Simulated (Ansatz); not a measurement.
Relaxed PbSe (rock salt):

```
CELL_PARAMETERS angstrom
      0.00000     3.10888     3.10888
      3.10888     0.00000     3.10888
      3.10888     3.10888     0.00000
ATOMIC_POSITIONS crystal
  Se 0.00000 0.00000 0.00000
  Pb 0.50000 0.50000 0.50000
```

Scan: atom 2 (Pb, nearest neighbour Se at 3.109 Å; its periodic images, 4.4 Å or more away, move with it) is displaced along Cartesian x, direction (1.000, 0.000, 0.000) in Cartesian axes, by s. The other atoms stay.

Computed with PBE (plane waves to 420 eV, PAW, scalar-relativistic; Ansatz, a program for electronic structure). k mesh 8×8×8 (Γ-centred), Fermi-Dirac smearing 0.05 eV. Stress and pressure are positive under compression. PbSe was relaxed with its symmetry unable to fall. Spin-orbit coupling is left out, though Pb is heavy. 

```csv
s (Å),P (GPa)
-0.310,1.27
-0.248,0.78
-0.186,(withheld)
-0.124,(withheld)
-0.062,0.04
0.000,-0.01
0.062,0.04
0.124,(withheld)
0.186,(withheld)
0.248,0.78
0.310,1.27
```

Problem. Some entries are withheld; supply them.

Solution. 
- -0.186, P (GPa): 0.43
- -0.124, P (GPa): 0.18
- 0.124, P (GPa): 0.18
- 0.186, P (GPa): 0.43

(For displaced atoms, the force is minus the slope of the energy, and its curvature is a force constant, which sets phonon frequencies.)
